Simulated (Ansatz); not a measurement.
A geometry of BePd away from equilibrium: the start of the relaxation of a generated cell, BePd built in the AFLOW prototype AB_tP4_129_c_c (B11, as in TiCu). All values below come from PBE (plane waves to 420 eV, PAW, scalar-relativistic; Ansatz, an electronic-structure program). Γ-centred k-mesh 11×11×6 on the run's cell (coarser than for final values), Fermi–Dirac smearing 0.05 eV.

```xyz
4
Lattice="2.8927 0.0000 0.0000 0.0000 2.8927 0.0000 0.0000 0.0000 5.5107" Properties=species:S:1:pos:R:3 pbc="T T T"
Be     1.4463     0.0000     3.5820
Be     0.0000     1.4463     1.9287
Pd     1.4463     0.0000     0.5511
Pd     0.0000     1.4463     4.9596
```

Q: Give the Cartesian forces on all atoms (eV/Å).

A: 
```
atom    Fx    Fy      Fz
----  ----  ----  ------
Be1   0.00  0.00   -0.57
Be2   0.00  0.00    0.57
Pd3   0.00  0.00   10.18
Pd4   0.00  0.00  -10.18
```

Q: What is the pressure?

A: +43.9 GPa, compression positive.

No spin polarisation in the result.

The run could not lose the symmetry of its start: the end is stationary, and may be a saddle point rather than a minimum.

The end of the path is a generated cell of BePd: the first start was made by placing the elements on the sites of a structure type, and the end was not matched to a known phase here, so it may be hypothetical.
